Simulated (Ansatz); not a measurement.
## From the elastic tensor of Ir2Ru to moduli and sound speeds

Computed with Ansatz, DFT PBE, scalar-relativistic, plane waves, PAW. Plane waves to 420 eV; Γ-centred k mesh 18×18×4; Fermi-Dirac smearing of 0.15 eV. No spin polarisation.

Space group P6_3/mmc (No. 194), hexagonal, a = 2.743 Å, c = 13.172 Å. Around Ru lie 6 Ir at 2.68 Å and 6 Ru at 2.74 Å; Ir has 3 Ru at 2.68 Å and 9 Ir at 2.74–2.76 Å.

The cell was found from a structure generator's guess, not taken from experiment. In a metal, frequencies and elastic constants depend on the k mesh and the smearing, soft modes and shear constants most. Spin–orbit coupling is left out, which matters for heavy elements.

Relaxed-ion constants (GPa, on the Cartesian axes of the calculation):
```
584.4 193.0 205.0   0.0   0.0   0.0
193.0 584.4 205.0   0.0   0.0   0.0
205.0 205.0 604.6   0.0   0.0   0.0
  0.0   0.0   0.0 104.9   0.0   0.0
  0.0   0.0   0.0   0.0 104.9   0.0
  0.0   0.0   0.0   0.0   0.0 195.7
```

Density 18.781 g/cm³; 6 atoms in 85.85 Å³.

With S = C⁻¹: B_V = (C11+C22+C33+2(C12+C13+C23))/9, G_V = (C11+C22+C33−C12−C13−C23+3(C44+C55+C66))/15, 1/B_R = S11+S22+S33+2(S12+S13+S23), 15/G_R = 4(S11+S22+S33−S12−S13−S23)+3(S44+S55+S66); Hill is their mean. Then v_l = √((B+4G/3)/ρ), v_t = √(G/ρ), v_m = [(2/v_t³+1/v_l³)/3]^(−1/3) and Θ = (ħ/k_B)·v_m·(6π²n/V)^(1/3) for n atoms in the volume V; E = 9BG/(3B+G), ν = (3B−2G)/(2(3B+G)) and A^U = 5G_V/G_R + B_V/B_R − 6.

```
Bulk modulus, Voigt / Reuss / Hill          : 331.1 / 330.9 / 331.0 GPa
Shear modulus, Voigt / Reuss / Hill         : 159.1 / 145.2 / 152.2 GPa
Young's modulus                             : 396 GPa
Poisson ratio                               : 0.301
Pugh ratio B/G                              : 2.18 (over 1.75, the rule of thumb for ductile)
Universal anisotropy index                  : 0.48
Longitudinal and transverse sound speeds    : 5332 and 2846 m/s
Debye temperature from the mean sound speed : 390 K
```
